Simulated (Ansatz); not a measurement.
**Relaxing a structure of TaN**

The start is a generated cell, TaN built in the rocksalt structure type. The structure is fully relaxed (lattice and positions, P = 0) with PBEsol (plane waves to 420 eV, PAW, scalar-relativistic; Ansatz, an electronic-structure program). The first steps use a coarse 9×9×9 k-mesh.

Input geometry:
```yaml
crystal:
  lattice:
    - [0.00000, 2.11629, 2.11629]
    - [2.11629, 0.00000, 2.11629]
    - [2.11629, 2.11629, 0.00000]
  atoms:
    - { symbol: N, position: [0.00000, 0.00000, 0.00000] }
    - { symbol: Ta, position: [0.50000, 0.50000, 0.50000] }
```

**Question.** What pressure does the first self-consistent step give?

**Answer.** +44 GPa (positive: the cell is compressed).

**Question.** By how much does the energy per atom fall from start to end?

**Answer.** 0.12 eV/atom.

**Question.** How does the volume per atom move from start to end?

**Answer.** +10.4 %, from 9.48 to 10.47 Å³/atom.

**Question.** Is the relaxed structure metallic? Give its gap.

**Answer.** Zero (metallic).

**Question.** Give the final cell and atomic positions.

**Answer.** 
Space group Fm-3m (No. 225); a = 4.3747 Å, b = 4.3747 Å, c = 4.3747 Å, α = 90.00°, β = 90.00°, γ = 90.00°

```
atom  site  symmetry       x       y       z
----  ----  --------  ------  ------  ------
N       4a      m-3m  0.0000  0.0000  0.0000
Ta      4b      m-3m  0.5000  0.5000  0.5000
```
(The calculation used a cell of 2 atoms; values per cell refer to that cell.)

The space group stays Fm-3m (No. 225) (the run could not lower it); the end is rock salt type, with 2 atoms in the primitive cell. Final values are on a 18×18×18 k-mesh of the relaxed cell. No spin polarisation in the result.

The run could not lose the symmetry of its start.

All atoms sit on sites fixed by symmetry, so only the cell could relax.
